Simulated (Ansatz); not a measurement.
# Phonon spectrum of Zn2CdSe3

Theory: DFT PBE, scalar-relativistic, plane waves, PAW in Ansatz 0.2.0. Plane waves to 420 eV; Γ-centred k mesh 6×6×2; fixed occupations. No spin polarisation. Phonons by linear response, acoustic sum rule imposed.

Equilibrium structure at this level:
```
Zn Cd Se
1.0
     4.14843    0.00000    0.00000
    -2.07422    3.59265    0.00000
     0.00000    0.00000   20.57373
Zn Cd Se
4 2 6
Cartesian
  0.0000 2.3951 20.5257
  0.0000 2.3951 6.9691
  2.0742 1.1975 10.2389
  2.0742 1.1975 17.2560
  0.0000 2.3951 13.7952
  2.0742 1.1975 3.5084
  0.0000 2.3951 2.4305
  0.0000 2.3951 9.4570
  0.0000 2.3951 16.4646
  2.0742 1.1975 6.1777
  2.0742 1.1975 12.7173
  2.0742 1.1975 19.7438
```

It was reached by relaxing an invented guess, and it needn't be the stable form of this composition. The q mesh is coarse, so values between its points are rough. The run warned that its linear response isn't converged on this k mesh, so dielectric tensors, Born charges and infrared intensities are rough, and the frequencies may be too. Modes under 40 cm⁻¹ are poorly fixed.

Force constants from linear response on a 2×2×1 q mesh.

**Question.** Is the structure dynamically stable on this mesh?

**Answer.** Yes, on this mesh: no mode is imaginary.

**Question.** Give the frequencies (cm⁻¹; i marks imaginary ones) at the irreducible q points, in fractions of the reciprocal vectors, the Γ row without the LO field.

**Answer.**
| q | star | frequencies |
| --- | --- | --- |
| 0.000 0.000 0.000 | 1 | 0 0 0 25 25 28 28 37 37 47 47 47 47 66 71 119 130 151 173 173 173 173 174 174 174 174 178 178 178 178 179 188 202 214 218 227 |
| 0.000 -0.500 0.000 | 3 | 33 34 46 51 56 59 60 63 65 66 74 77 128 138 148 152 155 158 172 173 173 175 177 177 178 180 182 184 184 184 191 193 194 196 202 203 |
